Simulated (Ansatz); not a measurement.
SiO2:
```xyz
6
Lattice="4.1852 0.0000 0.0000 0.0000 4.1852 0.0000 0.0000 0.0000 2.6688" Properties=species:S:1:pos:R:3 pbc="T T T"
Si     0.0000     0.0000     0.0000
Si     2.0926     2.0926     1.3344
O      1.2811     1.2811     0.0000
O      3.3737     0.8115     1.3344
O      0.8115     3.3737     1.3344
O      2.9041     2.9041     0.0000
```

Relaxed with r²SCAN.

Question: Give the Bader charges and basin volumes of the independent atoms, r²SCAN (plane waves, PAW; program Ansatz).

Answer: 

```tsv
atom	Bader charge (e)	Bader volume (Å³)
Si1	+3.35	2.5
O3	-1.67	10.4
```

Space group P4_2/mnm (rutile). This is a known high-pressure phase of the composition, computed here at zero pressure and temperature. The r²SCAN relaxation kept the symmetry of its start; whether a distortion lowers the energy is not shown.

Potentials: the later of the program's two PAW sets.
